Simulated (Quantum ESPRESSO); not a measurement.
## Band energies of SnO

```
CELL_PARAMETERS angstrom
      3.81370     0.00000     0.00000
      0.00000     3.81370     0.00000
      0.00000     0.00000     4.88691
ATOMIC_POSITIONS crystal
  O  0.50000 0.50000 0.00000
  O  0.00000 0.00000 0.00000
  Sn 0.00000 0.50000 0.23537
  Sn 0.50000 0.00000 0.76463
```

norm-conserving LDA (Quantum ESPRESSO, 84 Ry, no spin-orbit coupling); path ΓXMΓZRAZ,XR,MA; energies in eV from the valence-band maximum.

```
k (1/Å)  point  band 16  band 17  band 18  band 19  band 20  band 21  band 22  band 23
-------  -----  -------  -------  -------  -------  -------  -------  -------  -------
0.00         Γ    -6.18    -3.36    -3.07    -3.07    -0.01     2.06     4.19     4.77
0.35              -5.88    -3.91    -3.46    -3.38    -0.23     2.95     3.16     4.78
0.71              -5.08    -4.60    -4.40    -3.08    -1.97     2.94     3.31     5.55
0.82         X    -4.92    -4.75    -4.75    -2.58    -2.58     3.12     3.12     5.88
1.06              -5.16    -4.08    -4.08    -2.47    -2.47     2.72     2.72     5.20
1.41              -5.10    -2.77    -2.77    -2.09    -2.09     0.95     0.95     4.59
1.65         M    -5.05    -2.39    -2.39    -1.83    -1.83     0.21     0.21     4.44
1.75              -5.03    -2.52    -2.40    -2.05    -1.77     0.31     0.46     4.44
2.07              -4.65    -3.81    -3.49    -2.56    -1.10     1.32     2.24     4.31
2.39              -5.28    -4.04    -4.00    -2.80    -0.23     2.84     3.40     3.95
2.71              -6.12    -3.43    -3.19    -3.03     0.00     2.19     4.11     4.53
2.81         Γ    -6.18    -3.36    -3.07    -3.07    -0.01     2.06     4.19     4.77
3.03              -5.66    -3.38    -3.07    -3.07    -0.25     1.75     4.01     4.01
3.35              -3.58    -3.42    -3.08    -3.08    -1.73     1.56     3.09     3.09
3.46         Z    -3.43    -3.18    -3.09    -3.09    -2.10     1.57     3.03     3.03
3.66              -4.35    -3.54    -3.22    -2.12    -2.06     1.94     2.04     3.19
3.97              -5.49    -4.26    -3.85    -1.88    -1.48     1.51     3.12     4.03
4.28         R    -5.36    -4.71    -4.71    -1.65    -1.65     2.56     2.56     5.44
4.59              -5.82    -3.62    -3.62    -1.86    -1.86     2.72     2.72     4.16
4.90              -5.61    -2.61    -2.61    -2.39    -2.39     2.62     2.62     3.70
5.10         A    -5.48    -2.59    -2.59    -2.39    -2.39     2.46     2.46     3.96
5.19              -5.46    -2.57    -2.53    -2.47    -2.40     2.47     2.51     3.77
5.46              -5.14    -3.38    -2.51    -2.26    -2.08     2.50     2.59     3.32
5.73              -4.67    -4.52    -2.70    -1.94    -1.81     1.58     2.80     3.45
6.00              -4.78    -3.83    -2.92    -2.03    -2.01     1.86     2.19     2.97
6.27         Z    -3.43    -3.18    -3.09    -3.09    -2.10     1.57     3.03     3.03
6.27         X    -4.92    -4.75    -4.75    -2.58    -2.58     3.12     3.12     5.88
6.45              -5.03    -4.74    -4.74    -2.38    -2.38     3.01     3.01     5.81
6.73              -5.29    -4.72    -4.72    -1.81    -1.81     2.66     2.66     5.52
6.91         R    -5.36    -4.71    -4.71    -1.65    -1.65     2.56     2.56     5.44
6.91         M    -5.05    -2.39    -2.39    -1.83    -1.83     0.21     0.21     4.44
7.23              -5.28    -2.39    -2.39    -2.24    -2.24     1.05     1.05     5.07
7.55         A    -5.48    -2.59    -2.59    -2.39    -2.39     2.46     2.46     3.96
```

The LDA gap is indirect, 0.21 eV, from 82 % of the way from M to Γ to M; the smallest direct gap is 2.00 eV. Another valence extremum on the path lies within 0.02 eV, too close to call.

Spin-orbit splittings are left out.

Geometry of the Materials Project entry, not relaxed at this level.

The distance between layers or molecules is the database entry's, not relaxed here. Functionals without dispersion can leave it too large, which widens gaps and weakens the response across layers: the numbers belong to this cell.
